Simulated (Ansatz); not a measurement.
A trial cell of PtRhC₆N₆, before relaxation:

```cif
data_structure
_symmetry_space_group_name_H-M 'P 1'
_symmetry_Int_Tables_number 1
_cell_length_a 7.2047
_cell_length_b 7.2047
_cell_length_c 7.2047
_cell_angle_alpha 60.000
_cell_angle_beta 60.000
_cell_angle_gamma 60.000
_cell_volume 264.44
loop_
_atom_site_label
_atom_site_type_symbol
_atom_site_fract_x
_atom_site_fract_y
_atom_site_fract_z
_atom_site_occupancy
Rh1 Rh 0.50000 0.50000 0.50000 1
Pt1 Pt 0.00000 0.00000 0.00000 1
C1 C 0.81186 0.18814 0.18814 1
C2 C 0.18814 0.81186 0.18814 1
C3 C 0.18814 0.18814 0.81186 1
C4 C 0.18814 0.81186 0.81186 1
C5 C 0.81186 0.18814 0.81186 1
C6 C 0.81186 0.81186 0.18814 1
N1 N 0.69703 0.30297 0.30297 1
N2 N 0.30297 0.69703 0.30297 1
N3 N 0.30297 0.30297 0.69703 1
N4 N 0.30297 0.69703 0.69703 1
N5 N 0.69703 0.30297 0.69703 1
N6 N 0.69703 0.69703 0.30297 1
```

Level of theory: DFT PBE, scalar-relativistic, plane waves, PAW in Ansatz. Cutoff 420 eV, Gaussian smearing, Γ-centred meshes. Cell and atoms relax first on a coarse mesh and then on a finer one. In between, the cell is made exact in the group found at 0.06 Å. In metals the finer mesh still leaves noise of several meV/atom or more. The steps can't lower the symmetry of their start. Collinear spin, starting moments Rh 1.0 μB.

A guess keeps its type if space group and coordination stay and the shape of the cell changes little (axis ratios within about 15 %, angles within 6°); the volume may change.

Question: Will the relaxed cell still be of the starting type?

Answer: It keeps its type. The symmetry stays Fm-3m (No. 225). The volume per atom grows by 10.2 %, from 18.9 to 20.8 Å³. The shortest distance goes from 1.17 Å (C–N) to 1.16 Å (C–N). Counting neighbours within 15 % of an atom's shortest distance, the start has C 1, N 1, Pt 6, Rh 6 and the end C 1, N 1, Pt 6, Rh 6.

The last run used collinear spin, a 6×6×6 mesh for its 14-atom cell and Gaussian smearing of 0.10 eV. Spin–orbit coupling, which can matter for Pt, is left out. The magnetic state reached may not be the lowest. A structure relaxed within its symmetry needn't be a true minimum.
